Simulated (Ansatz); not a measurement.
Given:

SiO$_{2}$:
```xyz
12
Lattice="0.0000 4.3814 -2.4788 0.0000 4.3814 2.4788 8.2528 0.0000 0.0000" Properties=species:S:1:pos:R:3 pbc="T T T"
Si     7.7358     2.9397    -0.0222
Si     0.5170     5.8231    -0.0222
Si     4.6434     2.9397    -0.0222
Si     3.6094     5.8231    -0.0222
O      0.0000     4.3814    -0.5139
O      4.1264     4.3814    -0.5139
O      4.4820     6.2754     1.2483
O      3.7708     2.4874     1.2483
O      7.8972     6.2754     1.2483
O      0.3556     2.4874     1.2483
O      2.0632     5.7585     0.4067
O      6.1896     3.0043     0.4067
```

This is the LDA-relaxed structure.

All from the program Ansatz at the LDA level (PAW), unless another level is named. Estimate the electron effective mass.

0.56 mₑ (isotropic).

Next, the hole effective mass?

3.1, 5.2, 6.6 mₑ (principal values).

Next, the formation energy from the elements (no fitted shifts)?

-2.92 eV/atom.

Give the weight of the conduction-edge state by species (Voronoi cells).

O 83 %, Si 17 %.

Next, the valence-band maximum?

at Γ.

Predict the weight of the valence-edge state by species (Voronoi cells).

O 97 %, Si 3 %.

Space group Ama2. The workflow started from a Materials Project entry (that database holds measured and hypothetical structures alike); the Crystallography Open Database copy checked does not list it. It is not the phase usual at ambient conditions (space group No. 92, 152, 154). The LDA relaxation kept the symmetry of its start; phonons on a q-mesh show no instability. The references are the lowest solids computed at this level, not always the standard phases (solids in place of the gases).

Potentials: the later of the program's two PAW sets.

Edges and masses are those of Kohn–Sham bands, whose gap is no quasiparticle gap.
